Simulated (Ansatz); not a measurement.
Is this Sn3GeO4 structure a true minimum?

The structure comes from a generated guess, relaxed at this level; another structure or a mixture of phases may lie lower.

Computed with Ansatz 0.2.0, DFT PBE, scalar-relativistic, plane waves, PAW. Settings: cutoff 420 eV, Γ-centred mesh 8×8×8 on the computed 8-atom cell, Gaussian smearing of 0.02 eV; no spin polarisation.

The cell below (8 atoms, space group I4mm (No. 107)) is relaxed within its symmetry.

```cif
data_structure
_symmetry_space_group_name_H-M 'P 1'
_symmetry_Int_Tables_number 1
_cell_length_a 6.2674
_cell_length_b 6.2674
_cell_length_c 6.2674
_cell_angle_alpha 129.141
_cell_angle_beta 129.141
_cell_angle_gamma 74.783
_cell_volume 144.26
loop_
_atom_site_label
_atom_site_type_symbol
_atom_site_fract_x
_atom_site_fract_y
_atom_site_fract_z
_atom_site_occupancy
Sn1 Sn 0.62854 0.62854 0.00000 1
Sn2 Sn 0.36623 0.86623 0.50000 1
Sn3 Sn 0.86623 0.36623 0.50000 1
Ge1 Ge 0.14965 0.14965 0.00000 1
O1 O 0.00212 0.00212 0.50956 1
O2 O 0.49256 0.49256 0.49044 1
O3 O 0.00212 0.49256 0.00000 1
O4 O 0.49256 0.00212 0.00000 1
```

For the test it was strained at random (σ = 1.5 % a component), the atoms were moved at random (σ = 0.10 Å), and all was relaxed again on a coarse 4×4×4 mesh (in the run’s order of axes) with 0.10 eV smearing, with no symmetry imposed.

Weakly bound directions are ill-defined at this level, which has no dispersion term.

Question: Does it come back?

Answer: It doesn't return. The energy falls by 9 meV/atom on that mesh, the volume changes by 4.1 %, and the end has space group Cm (No. 8) at a loose tolerance. Relaxed again on an 8×8×8 mesh with 0.02 eV smearing, the new structure lies 9 meV/atom below the first (mesh in the axes of the run's cell; the cell below is made exact in the group named). Space group Cm (No. 8), monoclinic, a = 7.933 Å, b = 7.426 Å, c = 6.436 Å, β = 127.4°. Sn on a site of symmetry m has 2 O at 2.10–2.18 Å and 2 O at 2.46 Å; around Sn on a site of symmetry 1 lie 1 O at 2.13 Å and 3 O at 2.28–2.35 Å; Ge has 3 O at 1.94–2.01 Å; around O on a site of symmetry 1 lie 1 Ge at 1.94 Å and 3 Sn at 2.28–2.46 Å; 2 more sites not described.

```
Sn Ge O
1.0
     3.96649   -3.71313    0.00000
     3.96649    3.71313    0.00000
    -3.90738    0.00000    5.11403
Sn Ge O
3 1 4
Cartesian
  3.9772 0.0000 1.3254
  2.0087 1.8292 3.7189
  2.0087 -1.8292 3.7189
  -0.2807 0.0000 1.4776
  0.0641 -1.5792 2.5548
  0.0641 1.5792 2.5548
  2.3959 0.0000 2.7001
  5.8688 0.0000 2.4067
```
